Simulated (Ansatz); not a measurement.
Nb:
```xyz
1
Lattice="0.0000 2.0851 2.0851 2.0851 0.0000 2.0851 2.0851 2.0851 0.0000" Properties=species:S:1:pos:R:3 pbc="T T T"
Nb     0.0000     0.0000     0.0000
```

Relaxed with PBEsol. Special points in fractions of this cell's reciprocal vectors: Γ (0.000, 0.000, 0.000); X (0.500, 0.000, 0.500); U (0.625, 0.250, 0.625); K (0.375, 0.375, 0.750); L (0.500, 0.500, 0.500); W (0.500, 0.250, 0.750).

Task: List the band energies nearest the Fermi level at these points for PBEsol with spin–orbit coupling (plane waves, PAW; program Ansatz).

Result: In eV from the Fermi level; about four levels below and three above (degenerate sets whole), none deeper than 8.9 eV; points with the same levels are listed once.

```tsv
k	below	above
Γ	-6.33 -6.33	0.01 0.01 0.01 0.01
X	-4.30 -4.30 -3.53 -3.53	3.74 3.74 4.82 4.82
U	-3.30 -3.30 -2.34 -2.34	0.59 0.59 2.83 2.83
L	-0.22 -0.22 -0.10 -0.10	1.47 1.47 4.81 4.81
W	-1.22 -1.22 -1.15 -1.15	1.89 1.89 5.47 5.47
```

Space group Fm-3m (fcc (Cu type)). The workflow started from an entry of the Crystallography Open Database (COD), which files this formula under 2 space groups. It is not the phase usual at ambient conditions (space group No. 229). The cell was relaxed with PBEsol under the symmetry of its start. At this level the phase is mechanically unstable. The run is not spin-polarised.

Potentials: the earlier of the program's two PAW sets. The files were generated under PBE; for other functionals the program regenerates the frozen cores, and for LDA and PBEsol the local potential too.
